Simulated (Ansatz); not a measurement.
The cell below belongs to a search over invented structures; it isn't taken from experiment.

Input and command of a plane-wave DFT calculation in Ansatz:

```yaml
crystal:
  lattice:
    - [3.5087264177, 0.0, 0.0]
    - [0.0, 3.5087264177, 0.0]
    - [0.0, 0.0, 9.2251742513]
  atoms:
    - { symbol: Sn, position: [0.0, 0.0, 0.0] }
    - { symbol: Cl, position: [0.5, 0.5, 0.8218876237] }
    - { symbol: Cl, position: [0.0, 0.0, 0.5] }
    - { symbol: Cl, position: [0.5, 0.5, 0.1781123763] }
basis:
  ecutwfc: 420
kpoints:
  mp_grid: { grid: [14, 14, 6] }
hamiltonian:
  xc: pbe
scf:
  occupations: { method: gaussian, width: 0.1 }
output:
  forces: true
  stress: true
  eigenvalues: true
  write_density: true
  write_potential: true
  elf: true
  volumetric_format: npy
relax:
  adjacent_minimum: "off"
  f_tol: 0.01
  max_steps: 80
  cell: { stress_tol: 0.05 }
```

```bash
ansatz run input.yaml --threads 1 --pin off --max-ram 2560MiB --backend cpu --events-out ev --progress --plain --runs-dir out
```

Processor: Intel(R) Xeon(R) 6975P-C (Granite Rapids), 1 thread, on a host shared with other jobs.

Q: How long does it run, and how much memory does it take?

A: About 79 s, peak memory 0.61 GiB. It solves 22 bands at 144 k points (after reduction by symmetry) with about 2317 plane waves (on the last cell), in 47 SCF iterations over 7 ionic steps.
